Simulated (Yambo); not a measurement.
Yambo run on AlPO4 (space group P6_3mc, No. 186). The wavefunctions are PBEsol (Quantum ESPRESSO, PseudoDojo norm-conserving, 84 Ry, scalar-relativistic) ones on a 3×3×1 mesh (32 occupied bands); a = 5.286 Å, b = 5.286 Å, c = 8.629 Å, α = 90.00°, β = 90.00°, γ = 120.00°.

Yambo input:

```
rim_cut
gw0
dyson
el_el_corr
HF_and_locXC
ppa
em1d
RandQpts= 1000000
RandGvec= 1 Ry
EXXRLvcs= 84 Ry
VXCRLvcs= 336 Ry
Chimod= "HARTREE"
% BndsRnXp
 1 | 110 |
%
NGsBlkXp= 7 Ry
% LongDrXp
 1.0 | 1.0 | 1.0 |
%
PPAPntXp= 27.2114 eV
% GbndRnge
 1 | 110 |
%
GTermKind= "BG"
DysSolver= "n"
ExtendOut
% QPkrange
 1 | 1 | 32 | 33 |
%
```

k points by index: 1 = Γ.

The o-*.qp file then holds:

```
#    K-point    Band    Eo [eV]    E [eV]    E-Eo [eV]    Vxc [eV]    Vnlxc [eV]    Sc|Eo [eV]    Sc|E [eV]    dSc/dw|Eo [eV]    Re(Z)    Im(Z)
#
    1    32    0.000000    -1.810436    -1.810436    -20.09582    -26.02458    3.738535    4.118316    -5.707847    0.826609    -0.001069
    1    33    5.550897    6.721767    1.170870    -7.894569    -4.269274    -2.319082    -2.454425    -3.145232    0.896390    -0.730527E-3
```
(The two width columns are left out.) Convergence of these settings isn't established.

Geometry of the Materials Project entry, not relaxed at this level.
